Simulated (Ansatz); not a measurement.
Question: Name crystals whose computed values (r²SCAN in the plane-wave PAW code Ansatz) fall in these windows: G_Hill (GPa) 23 to 31; Θ_D (K) 190 to 260.

Answer: 

| crystal | G_Hill (GPa) | Θ_D (K) |
|---|---|---|
| Sb, simple cubic | 27.3 | 215 |
| SnTe, rock salt | 30.5 | 227 |
| TePb2S, R-3m (Te on 3b, Pb on 6c, S on 3a) | 28.1 | 201 |
| InP, P4_2/mnm (In on 4g, P on 4f) | 23.9 | 257 |
| InP, NiAs type | 24.9 | 253 |
Others may fit too.

Typed or built starts, not in the databases checked: InP, P4_2/mnm (In on 4g, P on 4f); InP, NiAs type. Not the usual ambient phase: Sb, simple cubic; InP, P4_2/mnm (In on 4g, P on 4f); InP, NiAs type. Standing as an ambient phase not checked: TePb2S, R-3m (Te on 3b, Pb on 6c, S on 3a). All cells were relaxed under the symmetry of their starts (and spin orders); stability against distortions was not tested throughout. Spin–orbit coupling is left out wherever it is not named.

Potentials: the later of the program's two PAW sets.
